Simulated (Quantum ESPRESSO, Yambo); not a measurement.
NaBa$_{2}$ReO$_{6}$ (space group Fm-3m, No. 225). The geometry is that of Materials Project entry mp-6798, symmetrised and not relaxed again. Chain: PBEsol (pw.x of Quantum ESPRESSO, ONCV potentials, scalar-relativistic); G0W0 in Yambo (2×2×2 Γ-centred k mesh, bands 6 to 229 and a 7 Ry block in the screening, 229 bands in G with the Bruneval-Gonze terminator, plasmon pole fitted at 27.2 eV); BSE (4×4×4 mesh, 15 valence and 6 conduction bands, static screening with 94 bands and a 3 Ry block, scissor 1.73 eV, Tamm-Dancoff).

PBEsol gap (dense path): 1.90 eV
PBEsol gap Γ → X on the GW mesh: 1.90 eV
PBEsol smallest direct gap on the GW mesh, at X: 1.94 eV
G0W0 direct gap at that point: 3.68 eV
G0W0 correction to the gap Γ → X: 1.72 eV
direct gap on the BSE mesh, with the scissor: 3.68 eV
first BSE state allowed for light along x: 3.18 eV
lowest BSE state: 2.61 eV
binding of the lowest exciton: 1.07 eV

Rough cost of the Yambo steps against G0W0 for 6 states: BSE about 3×.

Nearest settings tried, and what they do to the gap: 152 bands in W, 152 bands in G: +46 meV; 6 Ry block (283 vectors against 339): -7 meV. Not varied: mesh. So the settings aren't converged at that level. The k mesh is coarse. The BSE states are vertical excitations (zero momentum). Convergence of the binding with the mesh was not shown.

Without spin-orbit coupling, band edges of such heavy elements can be off by tenths of an eV.
